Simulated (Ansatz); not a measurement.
Here is the system:

Sc2Al:
```cif
data_Al2Sc4
_chemical_formula_sum 'Sc4 Al2'
_space_group_name_H-M_alt 'P 1'
_space_group_IT_number 1
_cell_length_a 4.88652
_cell_length_b 4.88652
_cell_length_c 6.16879
_cell_angle_alpha 90.000
_cell_angle_beta 90.000
_cell_angle_gamma 120.000
loop_
_space_group_symop_operation_xyz
  'x, y, z'
loop_
_atom_site_label
_atom_site_type_symbol
_atom_site_fract_x
_atom_site_fract_y
_atom_site_fract_z
_atom_site_occupancy
Sc1 Sc 0.00000 0.00000 0.00000 1
Sc2 Sc 0.00000 0.00000 0.50000 1
Sc3 Sc 0.33333 0.66667 0.75000 1
Sc4 Sc 0.66667 0.33333 0.25000 1
Al1 Al 0.33333 0.66667 0.25000 1
Al2 Al 0.66667 0.33333 0.75000 1
```

This is the r²SCAN-relaxed structure.

All from r²SCAN in the plane-wave PAW code Ansatz, unless another level is named. Give the density of states at the Fermi level.

1.2 states/eV per atom (mean over ±0.08 eV).

And the formation energy from the elements (no fitted shifts)?

-38 kJ/mol of atoms.

Space group P6_3/mmc. The workflow started from a Materials Project entry (that database holds measured and hypothetical structures alike); the Crystallography Open Database copy checked does not list it. With Sc and Al taken as one species the cell has the higher symmetry P6/mmm, so it may be an ordered model of a mixed-site phase. Whether it is the stable phase at ambient conditions was not checked. The cell was relaxed with r²SCAN under the symmetry of its start; its stability against distortions is not shown here. The run is not spin-polarised. The references are the lowest solids computed at this level, not always the standard phases.

Potentials: the later of the program's two PAW sets.
